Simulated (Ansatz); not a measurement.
YSi:
```
CELL_PARAMETERS angstrom
      3.54426     0.00000     0.00000
      0.00000     3.54426     0.00000
      0.00000     0.00000     3.54426
ATOMIC_POSITIONS crystal
  Y  0.00000 0.00000 0.00000
  Si 0.50000 0.50000 0.50000
```

Relaxed with r²SCAN. Special points in fractions of this cell's reciprocal vectors: Γ (0.000, 0.000, 0.000); X (0.000, 0.500, 0.000); M (0.500, 0.500, 0.000); R (0.500, 0.500, 0.500).

Problem. List the band energies nearest the Fermi level at these points for r²SCAN with spin–orbit coupling in the plane-wave PAW code Ansatz.

Solution. In eV from the Fermi level; about four levels below and three above (degenerate sets whole), none deeper than 8.9 eV; points with the same levels are listed once.

```tsv
k	below	above
Γ	-0.87 -0.87 -0.87 -0.87	1.35 1.35 1.47 1.47 1.47 1.47
X	-0.19 -0.19 -0.16 -0.16	0.36 0.36 4.53 4.53
M	-2.62 -2.62 -0.71 -0.71	1.98 1.98 2.01 2.01
R	-3.92 -3.92 -3.92 -3.92 -3.92 -3.92	3.57 3.57 3.89 3.89 3.89 3.89
```

Space group Pm-3m (CsCl type). The cell is a constructed one: a structure type filled with these elements; neither database checked (COD, Materials Project) lists it. Its standing as an ambient phase is unchecked. The cell was relaxed with r²SCAN under the symmetry of its start. At this level the phase is mechanically unstable. No spin polarisation was allowed.

Potentials: the earlier of the program's two PAW sets.
